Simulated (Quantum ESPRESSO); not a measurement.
## GaMg2O3Cl (finding a planted mistake in a log)

Simulated, not a measurement. The program is pw.x of Quantum ESPRESSO 7.5 (plane-wave density functional theory). The cell is made up: 7 atoms on a zincblende/diamond lattice with one site empty, with randomly drawn elements, strain and displacements, not relaxed. PseudoDojo standard norm-conserving files (v0.5 for PBE, v0.4.1 for LDA and PBEsol) set the functional; there is no spin polarisation, spin-orbit coupling or dispersion term, and the masses in the input are unused placeholders.

Intended input:

```
&control calculation='scf', pseudo_dir='./dojo.nc.sr.pbe.v0_5.standard.upf', outdir='./o', disk_io='medium', tprnfor=.true., tstress=.true. /
&system ibrav=0, nat=7, ntyp=4, nbnd=35, ecutwfc=84.00895049, nosym=.true., tot_charge=0,
 occupations='smearing', smearing='fd', degauss=0.0018374661
/
&electrons conv_thr=7.350e-09, electron_maxstep=60, /
ATOMIC_SPECIES
Cl 1.0 Cl.upf
Ga 1.0 Ga.upf
Mg 1.0 Mg.upf
O 1.0 O.upf
CELL_PARAMETERS angstrom
4.6996 -0.0051 -0.0398
-0.0051 4.7491 0.0499
-0.0398 0.0499 4.8683
ATOMIC_POSITIONS angstrom
Ga -0.0479 0.0706 0.0106
Mg -0.0448 2.5369 2.3693
Mg 2.2828 2.2547 -0.0344
O 1.307 1.1233 1.1404
O 1.0207 3.5049 3.5342
O 3.4104 1.0836 3.6036
Cl 3.448 3.6303 1.1916
K_POINTS automatic
4 4 4 1 1 1
```

The log is shortened where brackets say so; the opening notice, blank lines, dates and the lines on written files are dropped, and the path of the files is cut. It prints rydbergs, bohrs and kilobars, and counts compression as positive stress. Where no state is partly filled, the Fermi energy that it prints is only some level between the filled and the empty states on the mesh, and need not lie in the true gap.

Log of the intended run:

```
     Program PWSCF v.7.5
     Parallel version (MPI & OpenMP), running on       1 processor cores
     Number of MPI processes:                 1
     Threads/MPI process:                     1
     [start-up lines left out]
     bravais-lattice index     =            0
     lattice parameter (alat)  =       8.8813  a.u.
     unit-cell volume          =     733.1095 (a.u.)^3
     number of atoms/cell      =            7
     number of atomic types    =            4
     number of electrons       =        58.00
     number of Kohn-Sham states=           35
     kinetic-energy cutoff     =      84.0090  Ry
     charge density cutoff     =     336.0358  Ry
     scf convergence threshold =      7.3E-09
     mixing beta               =       0.7000
     number of iterations used =            8  plain     mixing
     Exchange-correlation= PBE
                           (   1   4   3   4   0   0   0)
     [axes and pseudopotential details left out]
   Cartesian axes
     site n.     atom                  positions (alat units)
         1        Ga     tau(   1) = (  -0.0101920   0.0150220   0.0022554  )
         2        Mg     tau(   2) = (  -0.0095324   0.5397922   0.5041309  )
         3        Mg     tau(   3) = (   0.4857258   0.4797467  -0.0073195  )
         4        O      tau(   4) = (   0.2780986   0.2390116   0.2426501  )
         5        O      tau(   5) = (   0.2171808   0.7457597   0.7519940  )
         6        O      tau(   6) = (   0.7256523   0.2305644   0.7667607  )
         7        Cl     tau(   7) = (   0.7336527   0.7724418   0.2535443  )
     number of k points=    32  Fermi-Dirac smearing, width (Ry)=  0.0018
                       cart. coord. in units 2pi/alat
        k(    1) = (   0.1261576   0.1225715   0.1204478), wk =   0.0625000
        k(    2) = (   0.1281991   0.1200374   0.3618361), wk =   0.0625000
     [further k points left out]
     Dense  grid:    76191 G-vectors     FFT dimensions: (  54,  54,  54)
     Estimated max dynamical RAM per process >      94.32 MB
     Initial potential from superposition of free atoms
     starting charge      57.9957, renormalised to      58.0000
     Starting wfcs are   35 randomized atomic wfcs
     total cpu time spent up to now is        5.3 secs
     per-process dynamical memory:    59.3 Mb
     Self-consistent Calculation
     iteration #  1     ecut=    84.01 Ry     beta= 0.70
     Davidson diagonalization with overlap
     ethr =  1.00E-02,  avg # of iterations =  5.5
     total cpu time spent up to now is       19.3 secs
     total energy              =    -521.69713001 Ry
     estimated scf accuracy    <       2.11859254 Ry
     iteration #  2     ecut=    84.01 Ry     beta= 0.70
     Davidson diagonalization with overlap
     ethr =  3.65E-03,  avg # of iterations =  3.7
     total cpu time spent up to now is       31.8 secs
     total energy              =    -521.56229565 Ry
     estimated scf accuracy    <       6.32575447 Ry
     [iterations 3 to 11 left out]
     iteration # 12     ecut=    84.01 Ry     beta= 0.70
     Davidson diagonalization with overlap
     ethr =  6.21E-11,  avg # of iterations =  2.0
     total cpu time spent up to now is      172.4 secs
     total energy              =    -522.77859656 Ry
     estimated scf accuracy    <          7.5E-09 Ry
     iteration # 13     ecut=    84.01 Ry     beta= 0.70
     Davidson diagonalization with overlap
     ethr =  1.30E-11,  avg # of iterations =  2.0
     total cpu time spent up to now is      187.8 secs
     End of self-consistent calculation
     [lines on levels left out]
     the Fermi energy is     5.8287 ev
!    total energy              =    -522.77859656 Ry
     estimated scf accuracy    <          6.1E-10 Ry
     smearing contrib. (-TS)   =       0.00000000 Ry
     internal energy E=F+TS    =    -522.77859656 Ry
     The total energy is F=E-TS. E is the sum of the following terms:
     one-electron contribution =    -312.23078984 Ry
     hartree contribution      =     177.26625861 Ry
     xc contribution           =    -107.83426433 Ry
     ewald contribution        =    -279.97980099 Ry
     convergence has been achieved in  13 iterations
     Forces acting on atoms (cartesian axes, Ry/au):
     atom    1 type  2   force =     0.15089996    0.12821882   -0.17862363
     atom    2 type  3   force =     0.13594084   -0.20272316    0.14326107
     atom    3 type  3   force =    -0.06430747   -0.06009773   -0.13547154
     atom    4 type  4   force =    -0.11276589   -0.01074245   -0.02377235
     atom    5 type  4   force =    -0.00661227    0.03073874    0.11573040
     atom    6 type  4   force =     0.06501386    0.02500685    0.06126089
     atom    7 type  1   force =    -0.16816902    0.08959893    0.01761515
     Total force =     0.500320     Total SCF correction =     0.000029
     Computing stress (Cartesian axis) and pressure
          total   stress  (Ry/bohr**3)                   (kbar)     P=       24.17
   0.00023941   0.00039319   0.00028930           35.22       57.84       42.56
   0.00039319   0.00015691  -0.00065617           57.84       23.08      -96.53
   0.00028930  -0.00065617   0.00009667           42.56      -96.53       14.22
     init_run     :      4.89s CPU      5.19s WALL (       1 calls)
     electrons    :    173.50s CPU    182.48s WALL (       1 calls)
     forces       :      2.05s CPU      2.10s WALL (       1 calls)
     stress       :      8.23s CPU      8.30s WALL (       1 calls)
     [timing details left out]
     PWSCF        :   3m 8.88s CPU   3m18.47s WALL
     JOB DONE.
```

A second run was made from an input with one planted mistake. Its log:

```
     Program PWSCF v.7.5
     Parallel version (MPI & OpenMP), running on       1 processor cores
     Number of MPI processes:                 1
     Threads/MPI process:                     1
     [start-up lines left out]
     bravais-lattice index     =            0
     lattice parameter (alat)  =       8.8813  a.u.
     unit-cell volume          =     733.1095 (a.u.)^3
     number of atoms/cell      =            7
     number of atomic types    =            4
     number of electrons       =        58.00
     number of Kohn-Sham states=           53
     kinetic-energy cutoff     =      84.0090  Ry
     charge density cutoff     =     336.0358  Ry
     scf convergence threshold =      7.3E-09
     mixing beta               =       0.7000
     number of iterations used =            8  plain     mixing
     Exchange-correlation= PBE
                           (   1   4   3   4   0   0   0)
     [axes and pseudopotential details left out]
   Cartesian axes
     site n.     atom                  positions (alat units)
         1        Ga     tau(   1) = (  -0.0101920   0.0150220   0.0022554  )
         2        Mg     tau(   2) = (  -0.0095324   0.5397922   0.5041309  )
         3        Mg     tau(   3) = (   0.4857258   0.4797467  -0.0073195  )
         4        O      tau(   4) = (   0.2780986   0.2390116   0.2426501  )
         5        O      tau(   5) = (   0.2171808   0.7457597   0.7519940  )
         6        O      tau(   6) = (   0.7256523   0.2305644   0.7667607  )
         7        Cl     tau(   7) = (   0.7336527   0.7724418   0.2535443  )
     number of k points=    32  Fermi-Dirac smearing, width (Ry)=  0.0434
                       cart. coord. in units 2pi/alat
        k(    1) = (   0.1261576   0.1225715   0.1204478), wk =   0.0625000
        k(    2) = (   0.1281991   0.1200374   0.3618361), wk =   0.0625000
     [further k points left out]
     Dense  grid:    76191 G-vectors     FFT dimensions: (  54,  54,  54)
     Estimated max dynamical RAM per process >     107.72 MB
     Initial potential from superposition of free atoms
     starting charge      57.9957, renormalised to      58.0000
     Starting wfcs are   35 randomized atomic wfcs +   18 random wfcs
     total cpu time spent up to now is       11.4 secs
     per-process dynamical memory:    56.9 Mb
     Self-consistent Calculation
     iteration #  1     ecut=    84.01 Ry     beta= 0.70
     Davidson diagonalization with overlap
     ethr =  1.00E-02,  avg # of iterations =  7.6
     total cpu time spent up to now is       43.0 secs
     total energy              =    -521.74677688 Ry
     estimated scf accuracy    <       2.06161969 Ry
     iteration #  2     ecut=    84.01 Ry     beta= 0.70
     Davidson diagonalization with overlap
     ethr =  3.55E-03,  avg # of iterations =  2.1
     total cpu time spent up to now is       64.9 secs
     total energy              =    -521.43614717 Ry
     estimated scf accuracy    <       6.98404133 Ry
     [iterations 3 to 9 left out]
     iteration # 10     ecut=    84.01 Ry     beta= 0.70
     Davidson diagonalization with overlap
     ethr =  5.39E-09,  avg # of iterations =  1.4
     total cpu time spent up to now is      195.8 secs
     total energy              =    -522.79502467 Ry
     estimated scf accuracy    <       0.00000015 Ry
     iteration # 11     ecut=    84.01 Ry     beta= 0.70
     Davidson diagonalization with overlap
     ethr =  2.58E-10,  avg # of iterations =  2.0
     total cpu time spent up to now is      217.8 secs
     End of self-consistent calculation
     [lines on levels left out]
     the Fermi energy is     6.3657 ev
!    total energy              =    -522.79502470 Ry
     estimated scf accuracy    <          2.4E-09 Ry
     smearing contrib. (-TS)   =      -0.06447889 Ry
     internal energy E=F+TS    =    -522.73054581 Ry
     The total energy is F=E-TS. E is the sum of the following terms:
     one-electron contribution =    -312.19693451 Ry
     hartree contribution      =     177.26786633 Ry
     xc contribution           =    -107.82167664 Ry
     ewald contribution        =    -279.97980099 Ry
     convergence has been achieved in  11 iterations
     Forces acting on atoms (cartesian axes, Ry/au):
     atom    1 type  2   force =     0.14963357    0.12725526   -0.17010961
     atom    2 type  3   force =     0.13344933   -0.20196571    0.13655318
     atom    3 type  3   force =    -0.06198116   -0.05905147   -0.12991661
     atom    4 type  4   force =    -0.10426942   -0.00510430   -0.01902597
     atom    5 type  4   force =    -0.00270814    0.02636813    0.10849320
     atom    6 type  4   force =     0.05970324    0.02882892    0.05317702
     atom    7 type  1   force =    -0.17382742    0.08366917    0.02082880
     Total force =     0.487423     Total SCF correction =     0.000145
     Computing stress (Cartesian axis) and pressure
          total   stress  (Ry/bohr**3)                   (kbar)     P=       39.31
   0.00033733   0.00039795   0.00029370           49.62       58.54       43.20
   0.00039795   0.00025117  -0.00063728           58.54       36.95      -93.75
   0.00029370  -0.00063728   0.00021326           43.20      -93.75       31.37
     init_run     :      9.49s CPU     11.28s WALL (       1 calls)
     electrons    :    200.09s CPU    207.17s WALL (       1 calls)
     forces       :      2.07s CPU      2.10s WALL (       1 calls)
     stress       :      7.69s CPU      7.74s WALL (       1 calls)
     [timing details left out]
     PWSCF        :   3m39.62s CPU   3m52.38s WALL
     JOB DONE.
```

Question: what was wrong in the second input?

Answer: the smearing is too wide. The input lines that differ, file-writing options aside:

```
- &system ibrav=0, nat=7, ntyp=4, nbnd=35, ecutwfc=84.00895049, nosym=.true., tot_charge=0,
+ &system ibrav=0, nat=7, ntyp=4, nbnd=53, ecutwfc=84.00895049, nosym=.true., tot_charge=0,
-  occupations='smearing', smearing='fd', degauss=0.0018374661
+  occupations='smearing', smearing='fd', degauss=0.0433642002
```

|  | intended run | run with the mistake |
| --- | --- | --- |
| free energy (eV) | -7112.765 | -7112.989 |
| smearing term -TS (eV) | 0.0000 | -0.8773 |
| pressure (GPa) | 2.42 | 3.93 |
| largest force component (eV/Å) | 5.212 | 5.193 |
| largest change of a force component (eV/Å) |  | 0.219 |
| iterations | 13 | 11 |

For scale, a rerun of the intended cell at 1437 eV and a 6 x 6 x 6 mesh moved values by no more than 0.003 eV in energy, 0.03 GPa in stress and 0.003 eV/Å in force. The number of bands, nbnd, was set by rule from the electron count and the smearing, so it follows the mistake.